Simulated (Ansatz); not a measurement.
ZnS:
```yaml
crystal:
  lattice:
    - [3.78697, 0.00000, 0.00000]
    - [-1.89348, 3.27961, 0.00000]
    - [0.00000, 0.00000, 61.86521]
  atoms:
    - { symbol: Zn, position: [0.00000, 0.00000, 0.39995] }
    - { symbol: Zn, position: [0.00000, 0.00000, 0.89995] }
    - { symbol: Zn, position: [0.33333, 0.66667, 0.44994] }
    - { symbol: Zn, position: [0.66667, 0.33333, 0.94994] }
    - { symbol: Zn, position: [0.66667, 0.33333, 0.20001] }
    - { symbol: Zn, position: [0.33333, 0.66667, 0.70001] }
    - { symbol: Zn, position: [0.66667, 0.33333, 0.65002] }
    - { symbol: Zn, position: [0.33333, 0.66667, 0.15002] }
    - { symbol: Zn, position: [0.00000, 0.00000, 0.60004] }
    - { symbol: Zn, position: [0.00000, 0.00000, 0.10004] }
    - { symbol: Zn, position: [0.66667, 0.33333, 0.34997] }
    - { symbol: Zn, position: [0.33333, 0.66667, 0.84997] }
    - { symbol: Zn, position: [0.66667, 0.33333, 0.05007] }
    - { symbol: Zn, position: [0.33333, 0.66667, 0.55007] }
    - { symbol: Zn, position: [0.00000, 0.00000, 0.24999] }
    - { symbol: Zn, position: [0.00000, 0.00000, 0.74999] }
    - { symbol: Zn, position: [0.66667, 0.33333, 0.50000] }
    - { symbol: Zn, position: [0.33333, 0.66667, 0.00000] }
    - { symbol: Zn, position: [0.66667, 0.33333, 0.79998] }
    - { symbol: Zn, position: [0.33333, 0.66667, 0.29998] }
    - { symbol: S, position: [0.66667, 0.33333, 0.23750] }
    - { symbol: S, position: [0.33333, 0.66667, 0.73750] }
    - { symbol: S, position: [0.66667, 0.33333, 0.83747] }
    - { symbol: S, position: [0.33333, 0.66667, 0.33747] }
    - { symbol: S, position: [0.33333, 0.66667, 0.88746] }
    - { symbol: S, position: [0.66667, 0.33333, 0.38746] }
    - { symbol: S, position: [0.00000, 0.00000, 0.78749] }
    - { symbol: S, position: [0.00000, 0.00000, 0.28749] }
    - { symbol: S, position: [0.66667, 0.33333, 0.08754] }
    - { symbol: S, position: [0.33333, 0.66667, 0.58754] }
    - { symbol: S, position: [0.33333, 0.66667, 0.48743] }
    - { symbol: S, position: [0.66667, 0.33333, 0.98743] }
    - { symbol: S, position: [0.00000, 0.00000, 0.13753] }
    - { symbol: S, position: [0.00000, 0.00000, 0.63753] }
    - { symbol: S, position: [0.66667, 0.33333, 0.68751] }
    - { symbol: S, position: [0.33333, 0.66667, 0.18751] }
    - { symbol: S, position: [0.33333, 0.66667, 0.03756] }
    - { symbol: S, position: [0.66667, 0.33333, 0.53756] }
    - { symbol: S, position: [0.00000, 0.00000, 0.93745] }
    - { symbol: S, position: [0.00000, 0.00000, 0.43745] }
```

Relaxed with PBEsol. Independent-particle spectrum: no excitons, no local fields, no scissors shift; 0.1 eV broadening; ε₁ of the summed bands alone.

### Question
Tabulate the dielectric function from the program Ansatz at the PBEsol level (PAW).

### Answer


```
E (eV)  ε₁ xx  ε₂ xx  ε₁ zz  ε₂ zz
------  -----  -----  -----  -----
0.0      6.41   0.00   6.42   0.00
0.5      6.46   0.00   6.47   0.00
1.0      6.61   0.00   6.62   0.00
1.5      6.90   0.00   6.91   0.00
2.0      7.56   0.02   7.56   0.02
2.5      7.99   0.84   8.02   0.84
3.0      8.36   1.20   8.37   1.22
3.5      9.22   1.66   9.20   1.68
4.0     11.42   3.39  11.22   3.10
4.5      8.40   6.25   8.76   6.56
5.0      8.48   5.65   8.44   6.17
5.5     12.69   8.03  11.46   8.41
6.0      0.17  17.65   0.63  18.63
6.5     -1.10   9.64  -1.14   9.71
7.0      0.76   7.46   0.76   7.49
7.5     -1.30   9.56  -0.68   9.62
8.0     -3.56   7.02  -3.63   6.98
8.5     -3.37   4.88  -3.47   4.85
9.0     -2.77   3.68  -2.80   3.63
9.5     -2.25   2.84  -2.29   2.78
10.0    -1.56   2.71  -1.45   2.63
10.5    -1.61   2.76  -1.59   2.78
11.0    -1.91   2.17  -1.91   2.17
11.5    -1.53   1.64  -1.54   1.65
12.0    -1.20   1.53  -1.23   1.54
```

### Question
From ε at 4.0 eV (xx: 11.42 + 3.39i), find n, k, the normal reflectivity and the absorption coefficient.

### Answer
n = 3.42, k = 0.496, R = 31 %, α = 2kE/ħc = 200000 cm⁻¹.

With all bands, ε∞ without local fields is 6.51 (xx = yy), 6.52 (zz).

Space group P6_3mc. The workflow started from a Materials Project entry (that database holds measured and hypothetical structures alike). Its sites differ from those of the usual phase in this space group: another stacking or structure type. The PBEsol relaxation kept the symmetry of its start; whether a distortion lowers the energy is not shown.

Potentials: the later of the program's two PAW sets.
